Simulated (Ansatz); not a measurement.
**Ionic part of the dielectric constant of CdC₂ at 32 GPa, mode by mode**

All numbers below come from DFT PBEsol, scalar-relativistic, plane waves, PAW (Ansatz 0.2.0). Settings: 420 eV plane-wave cutoff, Γ-centred 8×8×8 mesh, fixed occupations. No spin polarisation. Phonons by linear response, acoustic sum rule imposed.

It takes space group I4/mmm (No. 139, tetragonal). The conventional cell has a = 3.442 Å, b = 3.442 Å, c = 5.544 Å, α = 90.00°, β = 90.00°, γ = 90.00°. Around Cd (site symmetry 4/mmm) lie 2 C at 2.15 Å. Around C (site symmetry 4mm) lie 1 C at 1.25 Å.

The cell was built by swapping an element in a database structure (itself possibly hypothetical) and relaxing; it need not be the stable form of this composition.

The primitive cell has V = 32.84 Å³ and ε∞,zz = 7.566. Each polar mode adds Δε = (4.92064×10⁷/V)·S/ν² along z, with S its oscillator strength in e²/amu, ν in cm⁻¹ and V in Å³.

Question: From these modes, find each Δε and ε0,zz.
| ν (cm⁻¹) | S_zz (e²/amu) |
| --- | --- |
| 443.1 | 0.2179 |

Answer:
```tsv
ν (cm⁻¹)	Δε
443.1	1.66
```

The sum is 1.663, so ε0,zz = 9.23; the run's tensor has 9.23.

Question: Where do the longitudinal modes lie for a wave vector along z?

Answer: At 489 cm⁻¹. The Lyddane–Sachs–Teller product Π(ν_LO/ν_TO)² = 1.22 matches ε0/ε∞ = 1.22.